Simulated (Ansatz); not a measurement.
KMgF$_{3}$:
```
KMgF3
1.0
    4.05424     0.00000     0.00000
    0.00000     4.05424     0.00000
    0.00000     0.00000     4.05424
K Mg F
1 1 3
Cartesian
  2.02712   2.02712   2.02712
  0.00000   0.00000   0.00000
  2.02712   0.00000   0.00000
  0.00000   2.02712   0.00000
  0.00000   0.00000   2.02712
```

This is the PBE-relaxed structure.

Q: All from plane-wave PAW PBE (Ansatz code), unless another level is named. Predict the smallest direct gap on the standard path.

A: 7.28 eV.

Q: Give the electron effective mass.

A: 0.52 mₑ (isotropic).

Q: Next, the weight of the conduction-edge state by species (Voronoi cells)?

A: F 61 %, K 21 %, Mg 18 %.

Q: And the valence-band maximum?

A: at R.

Space group Pm-3m (cubic perovskite). Symmetry was held in the PBE relaxation; phonons on a q-mesh show no instability.

Potentials: the later of the program's two PAW sets.
